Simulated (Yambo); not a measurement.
Yambo run on GaAs (zinc blende, space group F-43m, No. 216) under isotropic strain of -2 % on all lattice vectors. The wavefunctions come from this Quantum ESPRESSO step (PBE, PseudoDojo stringent norm-conserving files, scalar-relativistic):

```
&CONTROL
  calculation = 'nscf'
  pseudo_dir = './pseudo'
  outdir = './out'
/
&SYSTEM
  ibrav = 0
  nat = 2
  ntyp = 2
  ecutwfc = 114.0
  ecutrho = 456.0
  occupations = 'fixed'
  force_symmorphic = .true.
  nbnd = 219
/
&ELECTRONS
  conv_thr = 2e-09
  diago_full_acc = .true.
  diago_thr_init = 1e-08
/
ATOMIC_SPECIES
Ga 69.7230 Ga.upf
As 74.9216 As.upf
CELL_PARAMETERS angstrom
  0.000000000000   2.773625052361   2.773625052361
  2.773625052361   0.000000000000   2.773625052361
  2.773625052361   2.773625052361   0.000000000000
ATOMIC_POSITIONS crystal
Ga   0.000000000000   0.000000000000   0.000000000000
As   0.750000000000   0.750000000000   0.750000000000
K_POINTS automatic
4 4 4 0 0 0
```

Yambo input:

```
rim_cut
gw0
dyson
el_el_corr
HF_and_locXC
ppa
em1d
RandQpts= 1000000
RandGvec= 1 Ry
EXXRLvcs= 114 Ry
VXCRLvcs= 456 Ry
Chimod= "HARTREE"
% BndsRnXp
 9 | 217 |
%
NGsBlkXp= 15 Ry
% LongDrXp
 1.0 | 1.0 | 1.0 |
%
PPAPntXp= 27.2114 eV
% GbndRnge
 1 | 217 |
%
GTermKind= "BG"
DysSolver= "n"
ExtendOut
% QPkrange
 1 | 1 | 22 | 23 |
 3 | 3 | 22 | 23 |
 8 | 8 | 22 | 23 |
%
```

k points by index: 1 = Γ, 3 = L, 8 = W.

Table of the .qp output:

```
#    K-point    Band    Eo [eV]    E [eV]    E-Eo [eV]    Vxc [eV]    Vnlxc [eV]    Sc|Eo [eV]    Sc|E [eV]    dSc/dw|Eo [eV]    Re(Z)    Im(Z)
#
    1    22    0.000000    -0.612376    -0.612376    -14.67360    -16.31663    0.876727    1.030658    -6.839287    0.799142    -0.001270
    1    23    0.957927    1.059865    0.101939    -14.81351    -10.59291    -4.093431    -4.118665    -6.729542    0.801726    -0.001259
    3    22    -1.228987    -1.913564    -0.684577    -13.74347    -15.82213    1.217292    1.394083    -7.026437    0.794773    -0.001330
    3    23    1.169272    1.180701    0.011429    -12.94975    -8.979428    -3.956121    -3.958897    -6.555980    0.805847    -0.001260
    8    22    -3.614230    -4.404464    -0.790234    -11.65018    -14.38691    1.731238    1.946496    -7.411244    0.785939    -0.001493
    8    23    4.753451    4.658794    -0.094657    -11.26013    -6.927985    -4.450204    -4.426797    -6.738060    0.801524    -0.001411
```
(The two width columns are left out.) Convergence of these settings isn't established.

Spin-orbit coupling is not included.

Geometry strained from the cell relaxed with PBEsol, atoms relaxed again.
